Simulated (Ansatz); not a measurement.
BaGaGeH:
```
CELL_PARAMETERS angstrom
      4.32856     0.00000     0.00000
     -2.16428     3.74865     0.00000
      0.00000     0.00000     5.24312
ATOMIC_POSITIONS crystal
  Ba 0.33333 0.66667 0.00259
  Ga 0.00000 0.00000 0.54998
  Ge 0.66667 0.33333 0.44950
  H  0.00000 0.00000 0.87783
```

r²SCAN in the plane-wave PAW code Ansatz gives a gap of 0.56 eV without spin–orbit coupling, maximum on the A–L line, 3 % of the way from A, minimum at A.

Task: What happens when spin–orbit coupling is switched on?

Result: The gap decreases by 0.06 eV, to 0.50 eV; maximum at A, minimum at A.

Task: Give the electron effective mass with spin–orbit coupling.

Result: 0.029, 0.029, 0.28 mₑ (principal values).

Task: Give the hole effective mass with spin–orbit coupling.

Result: 0.072, 0.072, 0.98 mₑ (principal values).

Space group P3m1. The workflow started from a Materials Project entry (that database holds measured and hypothetical structures alike); the Crystallography Open Database files this formula in space group No. 156, but the cells were not matched. Its standing as an ambient phase is unchecked. Symmetry was held in the r²SCAN relaxation; whether a distortion lowers the energy is not shown.

Potentials: the later of the program's two PAW sets.
